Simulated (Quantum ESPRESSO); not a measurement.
## Quadrupole interaction in TiAl

```yaml
crystal:
  lattice:
    - [2.81075, 0.00000, 0.00000]
    - [0.00000, 2.81075, 0.00000]
    - [0.00000, 0.00000, 4.06642]
  atoms:
    - { symbol: Ti, position: [0.50000, 0.50000, 0.50000] }
    - { symbol: Al, position: [0.00000, 0.00000, 0.00000] }
```
Geometry: a computed entry of the Materials Project; it was not checked against measured cells. It is TiAl in P4/mmm. Stability against distortions was not tested. The run has no spin polarisation.

Convention: |Vzz| is the largest principal value, η_Q = (Vxx − Vyy)/Vzz, |C_Q| = |eQVzz/h|. Cores are frozen. Against all-electron runs on small test molecules, this scheme's |Vzz| missed by −7 % on Al. Ti had no test against all-electron runs. The run is metallic or nearly gapless at this level (smeared occupations), so gradients converge slowly with the k-mesh.

Quadrupole moments taken as inputs (sizes, barn, from the tables of PySCF and pymatgen): ⁴⁷Ti 0.302, ²⁷Al 0.1466.

Q: What do the calculations give at each independent site (field gradients by the PAW reconstruction of the field gradient on a scalar-relativistic PBE ground state (a modified build of Quantum ESPRESSO, JTH datasets), 20 Ha, k-mesh 14×14×10 through Γ)?

A: 
| site | site symmetry | Vzz (10²¹ V/m²) | η_Q | ∣C_Q∣ (MHz) |
|---|---|---|---|---|
| Ti (atom 1) | 4/mmm | 2.29 | 0.00 | 16.8 (⁴⁷Ti) |
| Al (atom 2) | 4/mmm | -2.33 | 0.00 | 8.26 (²⁷Al) |
